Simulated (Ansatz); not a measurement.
Relax this structure to zero stress and force, keeping its symmetry:

```
V N
1.0
    -2.15335    2.15335    2.48424
     2.15335   -2.15335    2.48424
     2.15335    2.15335   -2.48424
V N
2 4
Cartesian
  0.0000 0.0000 1.2421
  0.0000 0.0000 3.7264
  2.6425 0.4891 0.0000
  1.6642 0.4891 2.4842
  -0.4891 1.6642 2.4842
  0.4891 1.6642 0.0000
```

All numbers below come from Ansatz 0.2.0, DFT PBEsol, scalar-relativistic, plane waves, PAW.

Cutoff 420 eV; k points 12×12×12 on the computed 6-atom cell (Γ-centred); Gaussian smearing, width 0.10 eV; no spin polarisation.

Task: What does it relax to?

Result: The volume falls by 0.25 Å³/atom to 7.43 Å³/atom, and the energy falls by 8.5 meV/atom. Final structure:
Space group I4/mcm (No. 140). a = 4.261 Å, b = 4.261 Å, c = 4.911 Å, α = 90.00°, β = 90.00°, γ = 90.00°
```json
{"atom": "V", "site": "4a", "symmetry": "422", "x": "0.0000", "y": "0.0000", "z": "0.2500"}
{"atom": "N", "site": "8h", "symmetry": "m.2m", "x": "0.6143", "y": "0.1143", "z": "0.0000"}
```

Cost: 1 run of about 1.6 core-minutes, on Arm Neoverse V1 (shared hosts).